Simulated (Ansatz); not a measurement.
Data:

LiF (rock salt) is sheared across one {110} plane: the third cell vector gains the shift, so faults repeat every 4.2 Å. The cut lies between planes 1.41 Å apart; the cell height is held.

```xyz
6
Lattice="2.8215 0.0000 0.0000 0.0000 3.9902 0.0000 1.4107 1.9951 4.2322" Properties=species:S:1:pos:R:3 pbc="T T T"
F      1.1756     1.6626     3.5269
F      1.1756     1.6626     0.7054
F      2.5864     3.6577     2.1161
Li     1.1756     3.6577     3.5269
Li     1.1756     3.6577     0.7054
Li     2.5864     1.6626     2.1161
```

In-plane vectors a = (2.821, 0.000) Å, b = (0.000, 3.990) Å, area 11.26 Å². The shift is s times the vector a (length 2.821 Å), so s = 1 restores the start. Atoms relax along the normal only. γ = [E(shift) − E(0)] / area.

Level of theory: r2SCAN (plane waves to 500 eV, PAW, scalar-relativistic; Ansatz, a program for electronic structure). k mesh 10×10×10 (Γ-centred), Fermi-Dirac smearing 0.05 eV. Energies are extrapolated to zero smearing. Faults lie only 4.2 Å apart, and holding the cell height raises γ above its relaxed value. LiF was relaxed with its symmetry unable to fall. γ is measured from zero shift.

The scan covers s from 0.000 to 0.917 in 12 points.

### Question
Does γ have a local minimum between the ends of the line, and at which s?

### Answer
No computed point is one.

### Question
At which s is γ highest?

### Answer
s = 0.500.

### Question
What is the highest γ among twelve even steps of s?

### Answer
672 mJ/m².

(The slope of γ gives the shear force per area between the displaced halves; near zero shift its curvature is an elastic stiffness.)
